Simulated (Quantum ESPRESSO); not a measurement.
## Kohn-Sham bands of MoF₆ (Im-3m)

```
MoF6
1.0
   -3.16735     3.16735     3.16735
    3.16735    -3.16735     3.16735
    3.16735     3.16735    -3.16735
Mo F
1 6
Direct
  0.00000   0.00000   0.00000
  0.71067   0.71067   0.00000
  0.28933   0.28933   0.00000
  0.00000   0.71067   0.71067
  0.00000   0.28933   0.28933
  0.71067   0.00000   0.71067
  0.28933   0.00000   0.28933
```

Structure: Materials Project mp-558836, symmetrised, not relaxed again. Not found in the COD (Crystallography Open Database) copy used, which has the formula in other groups; not checked further. Level: PBEsol, no spin polarisation, no spin-orbit coupling; pw.x of Quantum ESPRESSO at 68 Ry with PseudoDojo potentials, 4×4×4 k-points, Wannier90. Density: 8×8×8 mesh, cold smearing 0.01 Ry.

Energies are relative to the valence-band maximum; weights are on the orthonormalised atomic waves of the pseudopotential files, averaged over the group. 56 electrons a cell are treated as valence.

**Question.** Into which isolated groups do the bands fall, where do they lie and what are they made of?

**Answer.** 
```
bands  from (eV)  to (eV)  filling            weight on atomic waves
-----  ---------  -------  -------  --------------------------------
1         -60.71   -60.71   filled                        Mo 4s 97 %
2–4       -34.96   -34.96   filled                        Mo 4p 95 %
5–7       -20.20   -20.06   filled  F 2s 85 %, Mo 4d 10 %, Mo 5s 5 %
8–10      -19.27   -19.15   filled                         F 2s 97 %
11–12      -4.17    -3.61   filled   F 2p 69 %, Mo 4d 22 %, F 2s 7 %
13–15      -3.27    -3.07   filled             F 2p 63 %, Mo 4d 36 %
16         -2.77    -2.02   filled                         F 2p 92 %
17–25      -1.54    -0.38   filled                         F 2p 98 %
26–28      -0.16     0.00   filled                        F 2p 100 %
29–31       4.29     4.43    empty             Mo 4d 60 %, F 2p 36 %
```

The Kohn-Sham gap over both meshes and the path is 4.29 eV.
